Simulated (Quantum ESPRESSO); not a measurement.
Inputs of pw.x and gipaw.x (a modified build of Quantum ESPRESSO, PBE) for LiCl; the starting potential comes from an earlier run on another mesh:

```
&CONTROL
  calculation = 'scf'
  prefix = 'x'
  pseudo_dir = './pseudo'
  outdir = './out'
  tprnfor = .true.
/
&SYSTEM
  ibrav = 0
  nat = 2
  ntyp = 2
  ecutwfc = 50
  ecutrho = 200
  occupations = 'fixed'
  nbnd = 5
/
&ELECTRONS
  conv_thr = 1e-11
  startingpot = 'file'
/
ATOMIC_SPECIES
Li 6.940 Li.GGA_PBE-JTH.UPF
Cl 35.450 Cl.GGA_PBE-JTH.UPF
CELL_PARAMETERS angstrom
    0.000000000000     2.529409400000     2.567541200000
    2.529409400000     0.000000000000     2.567541200000
    2.529409400000     2.529409400000     0.000000000000
ATOMIC_POSITIONS crystal
Li     0.000000000000     0.000000000000     0.000000000000
Cl     0.500000000000     0.500000000000     0.500000000000
K_POINTS automatic
5 5 5 1 1 1
```

```
&INPUTGIPAW
  job = 'nmr'
  prefix = 'x'
  tmp_dir = './out/'
  restart_mode = 'from_scratch'
  pawproj(1) = .true.
  pawproj(2) = .true.
  use_nmr_macroscopic_shape = .false.
/
```

The cell was made here from a computed Materials Project entry: strained by +1 % along the cube axis and by -0.5 % across it, atoms relaxed (PBE without dispersion, pw.x of Quantum ESPRESSO, symmetry kept). The parent is LiCl in Fm-3m. Stability against distortions was not tested.

Q: Give the final section of the GIPAW output.

A: 
```
     Total NMR chemical shifts in ppm: ---------------------------------------
     (adopting the Simpson convention for anisotropy and asymmetry)-----------

     Atom  1  Li  pos: (  0.000000  0.000000  0.000000)  Total sigma:          80.54
            80.7712          0.0000         -0.0000
             0.0000         80.7712          0.0000
            -0.0000         -0.0000         80.0781

     Li      1    anisotropy:     -0.69    eta:    0.0000
     Li      1    sigma_11=     80.77
     Li      1    sigma_22=     80.77
     Li      1    sigma_33=     80.08

     Atom  2  Cl  pos: (  0.701797  0.701797  0.712377)  Total sigma:         909.46
           908.7952          0.0000         -0.0000
             0.0000        908.7952         -0.0000
            -0.0000         -0.0000        910.7965

     Cl      2    anisotropy:      2.00    eta:    0.0000
     Cl      2    sigma_11=    908.80
     Cl      2    sigma_22=    908.80
     Cl      2    sigma_33=    910.80
```
The printed anisotropy is 3/2 (σ_33 − σ_iso) in the program's own order; the axes are left out here. Anisotropies that symmetry doesn't fix are less certain than the isotropic values. Shieldings are absolute and leave out the bulk-susceptibility term; a larger σ means a smaller chemical shift. By our sweeps, such settings leave a few ppm in absolute σ. No d partial waves on Cl: the paramagnetic term there is incompletely reconstructed. Static lattice: thermal averaging is not included.
